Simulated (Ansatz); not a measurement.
ZrCo$_{3}$B$_{2}$: do energies and stresses tell the same story?

The calculation used Ansatz 0.2.0, DFT r2SCAN, scalar-relativistic, plane waves, PAW.

Settings: cutoff 500 eV, Γ-centred mesh 12×12×12 on the computed 6-atom cell, Gaussian smearing of 0.10 eV; no spin polarisation.

Relaxed cell: P6/mmm, a = 4.817 Å, b = 4.817 Å, c = 3.030 Å, α = 90.00°, β = 90.00°, γ = 120.00°, 6 atoms in the primitive cell. Whether it is the stable form of this composition wasn't checked.

Energies at zero smearing and pressures from the stress tensor, at volumes with shape and atoms relaxed:
```tsv
V (Å³/atom)	E − E(first) (meV/atom)	P (GPa)
8.928	0.00	43.79
9.233	-69.97	30.16
9.537	-115.92	18.50
9.841	-141.35	8.53
10.146	-149.21	-0.01
10.450	-142.05	-7.32
10.754	-122.04	-13.56
11.160	-78.57	-20.49
```

Problem. Check P = −dE/dV between neighbouring volumes, and get the bulk modulus from the pressures alone.

Solution. With 1 eV/Å³ = 160.2 GPa:
```json
{"middle V (Å³/atom)": "9.080", "−ΔE/ΔV (GPa)": "36.832", "mean P (GPa)": "36.973"}
{"middle V (Å³/atom)": "9.385", "−ΔE/ΔV (GPa)": "24.186", "mean P (GPa)": "24.327"}
{"middle V (Å³/atom)": "9.689", "−ΔE/ΔV (GPa)": "13.386", "mean P (GPa)": "13.511"}
{"middle V (Å³/atom)": "9.994", "−ΔE/ΔV (GPa)": "4.138", "mean P (GPa)": "4.256"}
{"middle V (Å³/atom)": "10.298", "−ΔE/ΔV (GPa)": "-3.770", "mean P (GPa)": "-3.665"}
{"middle V (Å³/atom)": "10.602", "−ΔE/ΔV (GPa)": "-10.531", "mean P (GPa)": "-10.439"}
{"middle V (Å³/atom)": "10.957", "−ΔE/ΔV (GPa)": "-17.162", "mean P (GPa)": "-17.027"}
```

The two differ by 0.14 GPa at most. The mean of two end pressures misses the average over a step by about ΔV² P″/12, up to 0.18 GPa here; with that taken off 0.03 GPa remains. The stress is the derivative of the free energy, not of the energy at zero smearing, and with free energies 0.00 GPa remains. Around V = 10.146 Å³/atom, the two neighbours give B = −V ΔP/ΔV = 10.146 × 15.84 / 0.609 = 264.0 GPa, against B0 = 262.8 GPa from the Birch–Murnaghan fit of the energies.

A ferromagnetic start lost its moments in a first run, so spin was left out; other magnetic orders weren't tried.